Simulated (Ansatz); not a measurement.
A geometry of Al away from equilibrium: step 2 of the relaxation of a relaxed Al cell displaced along its unstable phonon at q = (½, 0, 0) of its primitive reciprocal cell (96i cm⁻¹), largest move 0.15 Å. Method: r2SCAN (plane waves to 500 eV, PAW, scalar-relativistic; Ansatz, a program for electronic structure). Γ-centred k-mesh 6×12×12 on the run's cell (coarser than for final values), Fermi–Dirac smearing 0.05 eV.

```yaml
crystal:
  lattice:
    - [5.32775, 0.00000, 0.00000]
    - [0.00000, 2.70707, 0.00000]
    - [0.00000, 0.00000, 2.70158]
  atoms:
    - { symbol: Al, position: [0.00000, 0.00000, 0.89125] }
    - { symbol: Al, position: [0.50000, 0.00000, 0.10875] }
```

Question: Which atoms carry the largest force, and which way does it point?

Answer: 0.22 eV/Å, on Al1, Al2 (atoms numbered as listed); on Al1 its components are (0.00, 0.00, -0.22).

Question: What is the pressure?

Answer: -0.4 GPa, compression positive.

Question: How far above the relaxed end point is this geometry?

Answer: 0.14 eV/atom; the path ends in Cmmm (No. 65) at a tolerance of 0.01 Å, P6/mmm (No. 191) at 0.1 Å.

No spin polarisation in the result.

The run could not lose the symmetry of its start, so the end can be a saddle point.

The end of the path is a generated cell of Al: the first start was made by placing the elements on the sites of a structure type, and the end was not matched to a known phase here, so it may be hypothetical. Known forms of Al include space group No. 225.
